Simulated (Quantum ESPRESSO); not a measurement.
**How NMR parameters follow strain in NaCl (Fm-3m)**

```
NaCl
1.0
    0.00000     2.79406     2.79406
    2.79406     0.00000     2.79406
    2.79406     2.79406     0.00000
Na Cl
1 1
Direct
  0.00000   0.00000   0.00000
  0.50000   0.50000   0.50000
```
The cell comes from the Materials Project (a computed structure). It is NaCl in Fm-3m. Stability against distortions was not tested.

Isotropic strain: all lattice vectors are scaled together, so the volume changes by about three times as much; fractional positions kept.

Method: shieldings by PBE GIPAW on JTH datasets (Quantum ESPRESSO, modified build), 30 Ha, k-mesh 4×4×4 shifted, f-sum rule met within 0.004 %. Values are those of the named site's first atom. These are absolute shieldings with no macroscopic susceptibility term; δ = σ_ref − σ needs a reference computed alike. By our sweeps, such settings leave a few ppm in absolute σ. The datasets of Na, Cl hold no d projectors, which limits absolute σ on these atoms.

```
lattice scale factor  σ_iso Na (ppm)  σ_iso Cl (ppm)
--------------------  --------------  --------------
0.98                           530.3           951.2
0.99                           534.4           957.8
1                              538.3           964.3
1.01                           542.0           970.6
1.02                           545.5           976.8
```
